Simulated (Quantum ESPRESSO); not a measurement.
Space group Fm-3m (No. 225); a = b = c = 4.6273 Å, α = β = γ = 90.00°

```json
[
 {"atom": "F", "site": "4b", "symmetry": "m-3m", "x": "0.5000", "y": "0.5000", "z": "0.5000"},
 {"atom": "Na", "site": "4a", "symmetry": "m-3m", "x": "0.0000", "y": "0.0000", "z": "0.0000"}
]
```
(The calculation used a cell of 2 atoms; values per cell refer to that cell.)

Cell and atoms were relaxed with PBEsol from Materials Project entry mp-682, within its symmetry.

Question: What does norm-conserving PBEsol (Quantum ESPRESSO, 88 Ry, scalar-relativistic) give for the electronic structure near the Fermi level?

Answer: The PBEsol gap is direct, 6.22 eV at Γ.
